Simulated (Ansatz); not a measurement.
## AlNi: what a change does to the field gradients

Base: a COD entry, whose atoms a relaxation with PBE at fixed cell left in place.

```
Al Ni
1.0
     2.88100    0.00000    0.00000
     0.00000    2.88100    0.00000
     0.00000    0.00000    2.88100
Al Ni
1 1
Direct
  0.00000 0.00000 0.00000
  0.50000 0.50000 0.50000
```

Atoms are numbered from 1 in the order listed; like atoms form one site, named after its first atom.

The numbers come from a DFT calculation in Ansatz (PBE, plane waves and PAW, scalar-relativistic, collinear spin, 420 eV cutoff, Γ-centred 16×16×16 k-points, Fermi–Dirac smearing 0.05 eV). Start moments as typed (μB): 1.5 on each Ni, none on the rest.

Gradients in 10²¹ V/m²:

```csv
site,atoms,V_zz base,η base,V_zz variant,η variant
Al,1,0.00,–,-0.058,0.00
Ni,2,0.00,–,-0.42,0.00
```

Problem. Which change was made?
A. volume scaled by 1.06, ions relaxed
B. volume scaled by 0.98, ions relaxed
C. z compressed by 2 %, ions relaxed
D. z stretched by 3 %, ions relaxed

Solution. C. The largest change of V_zz is on Ni, from 0.00 to -0.42.

The start moments die out, and the run ends without spin.
For the variant: The run finds no gap above 0.1 eV (a metal, or nearly one), so the gradients can move by 10 % or more with the k-mesh. With these PAW files V_zz is typically within 2 to 3 % of all-electron values, but misses above 10 % occur on Ni. At this changed cell the PBE pressure is 6 GPa.
